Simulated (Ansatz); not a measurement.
Below is a relaxed structure of CdPbO2. The cell was found from a structure generator's guess, not taken from experiment.

Method: Ansatz, DFT PBE, scalar-relativistic, plane waves, PAW. Cutoff 420 eV, Γ-centred mesh, Gaussian smearing, no spin polarisation.

```cif
data_structure
_symmetry_space_group_name_H-M 'P 1'
_symmetry_Int_Tables_number 1
_cell_length_a 3.4624
_cell_length_b 3.4624
_cell_length_c 6.1525
_cell_angle_alpha 90.000
_cell_angle_beta 90.000
_cell_angle_gamma 120.000
_cell_volume 63.88
loop_
_atom_site_label
_atom_site_type_symbol
_atom_site_fract_x
_atom_site_fract_y
_atom_site_fract_z
_atom_site_occupancy
Cd1 Cd 0.00000 0.00000 0.50000 1
Pb1 Pb 0.00000 0.00000 0.00000 1
O1 O 0.33333 0.66667 0.27787 1
O2 O 0.66667 0.33333 0.72213 1
```

Formation energies are uncorrected and refer to the elements' standard structures at the same level (O₂ as a molecule).

Q: What space group does it have?

A: P-3m1 (No. 164). Conventional cell: a = 3.462 Å, c = 6.153 Å. Cd has 6 O at 2.42 Å and 2 Pb at 3.08 Å; around Pb lie 6 O at 2.63 Å, 2 Cd at 3.08 Å and 6 Pb at 3.46 Å; O is surrounded by 3 Cd at 2.42 Å and 3 Pb at 2.63 Å.

Q: How far does it lie from the elements in energy?

A: −0.825 eV/atom. Whether it is stable depends on the other phases of the system, which aren't compared here.

Q: Is it a metal?

A: No, the gap on the 12×12×6 mesh is 0.26 eV.

Q: From what recipe could a structure generator have reached it?

A: One such recipe: ordered mixture on the cation sites of nickel arsenide (P-3m1, No. 164). Other recipes can lead to the same cell.

The last run used a 12×12×6 mesh (in the run's order of axes) for its 4-atom cell and Gaussian smearing of 0.02 eV. Spin–orbit coupling, which can matter for Pb, is left out. Kohn–Sham gaps at this level usually fall short of measured ones. The missing spin–orbit coupling can work the other way here. Small gaps are read on the mesh alone, and bands can cross between its points. Symmetry constrained the relaxation, so the result can be a saddle point.
